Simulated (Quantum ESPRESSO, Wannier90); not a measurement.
## Wannier functions of BaGaSnH (P3m1)

Cell from Materials Project (mp-1018094), symmetrised, no further relaxation. COD (Crystallography Open Database) has an entry of this formula and space group (matched by these alone). Method: PBEsol plane waves in Quantum ESPRESSO 7.5 (PseudoDojo norm-conserving files, 64 Ry, spinors with spin-orbit coupling), Bloch states on a 6×6×4 mesh through Γ, Wannier90 4.0.1. Density: 12×12×6 mesh, cold smearing 0.01 Ry. With spin-orbit coupling a semilocal functional can close or falsely invert a small gap; the band order was not checked against a better method.

On the energy scale of pw.x, whose zero is arbitrary, the Fermi level lies at 8.48 eV.

Input w.win:

```
num_bands = 2
num_wann = 2
exclude_bands = 3-78
spinors = true
num_iter = 1000
conv_tol = 1.0e-6
conv_window = 4
write_hr = true
write_u_matrices = true
auto_projections = true
begin unit_cell_cart
ang
    4.6093402015    0.0000000000    0.0000000000
   -2.3046701007    3.9918057092    0.0000000000
    0.0000000000    0.0000000000    5.3980800000
end unit_cell_cart
begin atoms_frac
Ba   0.3333333333 -0.3333333333 -0.0001500000
Ga   0.0000000000  0.0000000000  0.4132900000
Sn  -0.3333333333  0.3333333333 -0.4592500000
H    0.0000000000  0.0000000000  0.0898100000
end atoms_frac
mp_grid = 6 6 4
begin kpoints
0.0000000000 0.0000000000 0.0000000000
0.0000000000 0.0000000000 0.2500000000
0.0000000000 0.0000000000 0.5000000000
... (141 more lines: the 6x6x4 mesh through Gamma)
end kpoints
```

Input of pw2wannier90.x that gives the overlap and projection files (equivalent; here they were cut from one run over all bands):

```
&inputpp
  outdir = './out'
  prefix = 'pwscf'
  seedname = 'w'
  write_amn = .true.
  write_mmn = .true.
  atom_proj = .true.
  atom_proj_exclude = 3 4 5 6 7 8 9 10 11 12 13 14 15 16 17 18 19 20 21 22 23 24 25 26 27 28 29 30 31 32 33 34 35 36 37 38 39 40 41 42 43 44 45 46 47 48
/
```

Output w.wout (banner and timings cut):

```
                                    ------
                                    SYSTEM
                                    ------

                              Lattice Vectors (Ang)
                    a_1     4.609340   0.000000   0.000000
                    a_2    -2.304670   3.991806   0.000000
                    a_3     0.000000   0.000000   5.398080

                   Unit Cell Volume:      99.32246  (Ang^3)

                        Reciprocal-Space Vectors (Ang^-1)
                    b_1     1.363142   0.787010  -0.000000
                    b_2     0.000000   1.574021   0.000000
                    b_3     0.000000  -0.000000   1.163967

 *----------------------------------------------------------------------------*
 |   Site       Fractional Coordinate          Cartesian Coordinate (Ang)     |
 +----------------------------------------------------------------------------+
 | ba   1   0.33333  -0.33333  -0.00015   |    2.30467  -1.33060  -0.00081    |
 | ga   1   0.00000   0.00000   0.41329   |    0.00000   0.00000   2.23097    |
 | sn   1  -0.33333   0.33333  -0.45925   |   -2.30467   1.33060  -2.47907    |
 | h    1   0.00000   0.00000   0.08981   |    0.00000   0.00000   0.48480    |
 *----------------------------------------------------------------------------*
                                ------------
                                K-POINT GRID
                                ------------

             Grid size =  6 x  6 x  4      Total points =  144

 *---------------------------------- MAIN ------------------------------------*
 |  Number of Wannier Functions               :                 2             |
 |  Number of Objective Wannier Functions     :                 2             |
 |  Number of input Bloch states              :                 2             |
 |  Output verbosity (1=low, 5=high)          :                 1             |
 |  Timing Level (1=low, 5=high)              :                 1             |
 |  Optimisation (0=memory, 3=speed)          :                 3             |
 |  Length Unit                               :               Ang             |
 |  Post-processing setup (write *.nnkp)      :                 F             |
 |  Using Gamma-only branch of algorithms     :                 F             |
 *----------------------------------------------------------------------------*
 *------------------------------- WANNIERISE ---------------------------------*
 |  Total number of iterations                :              1000             |
 |  Number of CG steps before reset           :                 5             |
 |  Trial step length for line search         :             2.000             |
 |  Convergence tolerence                     :         0.100E-05             |
 |  Convergence window                        :                 4             |
 |  Iterations between writing output         :                 1             |
 |  Iterations between backing up to disk     :               100             |
 |  Write r^2_nm to file                      :                 F             |
 |  Write xyz WF centres to file              :                 F             |
 |  Write on-site energies <0n|H|0n> to file  :                 F             |
 |  Use guiding centre to control phases      :                 F             |
 |  Use phases for initial projections        :                 F             |
 *----------------------------------------------------------------------------*
 *-------------------------------- PLOTTING ----------------------------------*
 |  Plotting Hamiltonian in WF basis          :                 T             |
 *----------------------------------------------------------------------------*

 *---------------------------------- K-MESH ----------------------------------*
 +----------------------------------------------------------------------------+
 |                    Distance to Nearest-Neighbour Shells                    |
 |                    ------------------------------------                    |
 |          Shell             Distance (Ang^-1)          Multiplicity         |
 |          -----             -----------------          ------------         |
 |             1                   0.262337                      6            |
 |             2                   0.290992                      2            |
 |             3                   0.391787                     12            |
 |             4                   0.454381                      6            |
 |             5                   0.524674                      6            |
 |             6                   0.539572                     12            |
 |             7                   0.581983                      2            |
 |             8                   0.599965                     12            |
       ... (lines left out)
 +----------------------------------------------------------------------------+
 | The b-vectors are chosen automatically                                     |
 | The following shells are used:                       1,  2                 |
 +----------------------------------------------------------------------------+
 |                        Shell   # Nearest-Neighbours                        |
 |                        -----   --------------------                        |
 |                          1               6                                 |
 |                          2               2                                 |
 +----------------------------------------------------------------------------+
 | Completeness relation is fully satisfied [Eq. (B1), PRB 56, 12847 (1997)]  |
 +----------------------------------------------------------------------------+
 |                  b_k Vectors (Ang^-1) and Weights (Ang^2)                  |
 |                  ----------------------------------------                  |
 |            No.         b_k(x)      b_k(y)      b_k(z)        w_b           |
 |            ---        --------------------------------     --------        |
 |             1         0.000000    0.262337    0.000000     4.843511        |
 |             2         0.227190    0.131168    0.000000     4.843511        |
 |             3         0.000000   -0.262337    0.000000     4.843511        |
 |             4         0.227190   -0.131168    0.000000     4.843511        |
 |             5        -0.227190   -0.131168    0.000000     4.843511        |
 |             6        -0.227190    0.131168    0.000000     4.843511        |
 |             7         0.000000    0.000000    0.290992     5.904850        |
 |             8         0.000000    0.000000   -0.290992     5.904850        |
 +----------------------------------------------------------------------------+
 |                           b_k Directions (Ang^-1)                          |
 |                           -----------------------                          |
 |            No.           x           y           z                         |
 |            ---        --------------------------------                     |
 |             1         0.000000    0.262337    0.000000                     |
 |             2         0.227190    0.131168    0.000000                     |
 |             3         0.227190   -0.131168    0.000000                     |
 |             4         0.000000    0.000000    0.290992                     |
 +----------------------------------------------------------------------------+

 Starting a new Wannier90 calculation ...

 Reading overlaps from w.mmn

 Reading projections from w.amn

 *------------------------------- WANNIERISE ---------------------------------*
 +--------------------------------------------------------------------+<-- CONV
 | Iter  Delta Spread     RMS Gradient      Spread (Ang^2)            |<-- CONV
 +--------------------------------------------------------------------+<-- CONV

 ------------------------------------------------------------------------------
 Initial State
  WF centre and spread    1  (  2.304670, -1.330602, -0.000639 )     0.85403564
  WF centre and spread    2  (  2.304670, -1.330602, -0.000639 )     0.85403564
  Sum of centres and spreads (  4.609340, -2.661204, -0.001278 )     1.70807129

      0     0.171E+01     0.0000000000        1.7080712830  <-- CONV
        O_D=      0.0000001 O_OD=      0.0000000 O_TOT=      1.7080713 <-- SPRD
 ------------------------------------------------------------------------------
      1    -0.302E-10     0.0000045661        1.7080712829  <-- CONV
        O_D=      0.0000001 O_OD=      0.0000000 O_TOT=      1.7080713 <-- SPRD
      2    -0.113E-13     0.0000009141        1.7080712829  <-- CONV
        O_D=      0.0000001 O_OD=      0.0000000 O_TOT=      1.7080713 <-- SPRD
      3    -0.211E-13     0.0000009082        1.7080712829  <-- CONV
        O_D=      0.0000001 O_OD=      0.0000000 O_TOT=      1.7080713 <-- SPRD
      4    -0.300E-13     0.0000008969        1.7080712829  <-- CONV
        O_D=      0.0000001 O_OD=      0.0000000 O_TOT=      1.7080713 <-- SPRD
             <<<     Delta < 1.000E-06  over  4 iterations     >>>
             <<< Wannierisation convergence criteria satisfied >>>
 Final State
  WF centre and spread    1  (  2.304670, -1.330602, -0.000639 )     0.85403564
  WF centre and spread    2  (  2.304670, -1.330602, -0.000639 )     0.85403564
  Sum of centres and spreads (  4.609340, -2.661204, -0.001278 )     1.70807129

         Spreads (Ang^2)       Omega I      =     1.708071201
        ================       Omega D      =     0.000000080
                               Omega OD     =     0.000000001
    Final Spread (Ang^2)       Omega Total  =     1.708071283
```
